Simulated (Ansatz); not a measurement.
Start of a relaxation, F put at a top Cu site (Cu, P6_3/mmc (No. 194), (0 0 1) face):

```xyz
5
Lattice="2.5305 0.0000 0.0000 -1.2653 2.1915 0.0000 0.0000 0.0000 25.1948" Properties=species:S:1:pos:R:3 pbc="T T T"
Cu    1.2653    0.7305    8.5000
Cu    0.0000    1.4610   10.5649
Cu    1.2653    0.7305   12.6116
Cu    0.0000    1.4610   14.6545
F     0.0000    1.4610   16.5545
```

Method: Ansatz 0.2.0, DFT r2SCAN, scalar-relativistic, plane waves, PAW. Settings: cutoff 500 eV, Γ-centred mesh 12×12×1 on the computed 5-atom cell, Gaussian smearing of 0.10 eV; no spin polarisation. A dipole correction removes the field between periodic images along c.

Atoms 1, 2 (counted from 1) are held. The cell is fixed. Force threshold 0.03 eV/Å.

| step | E − E_final (eV) | largest force (eV/Å) |
| --- | --- | --- |
| 1 | 0.154 | 1.754 |
| 2 | 0.065 | 1.279 |
| 3 | 0.023 | 1.013 |
| 4 | 0.000 | 0.021 |
| 5 | 0.000 | 0.022 |

Question: What is the final structure?

Answer:
```
Cu F
1.0
     2.53050    0.00000    0.00000
    -1.26525    2.19148    0.00000
     0.00000    0.00000   25.19478
Cu F
4 1
Direct
  0.66667 0.33333 0.33737
  0.33333 0.66667 0.41933
  0.66667 0.33333 0.50147
  0.33333 0.66667 0.58243
  0.33333 0.66667 0.65197
```

The end is the local minimum or symmetric point that this start leads to. The slab is only 6.2 Å thick, so the energy isn't converged with thickness.

Spin polarisation was left out, and a magnetic state may lie lower.

The reference crystal is a form of Cu, which isn't its usual structure.

Cost: 1 run of about 5.1 core-minutes, on Intel Xeon Processor @ 2.50GHz (Skylake/Cascade Lake) (shared hosts).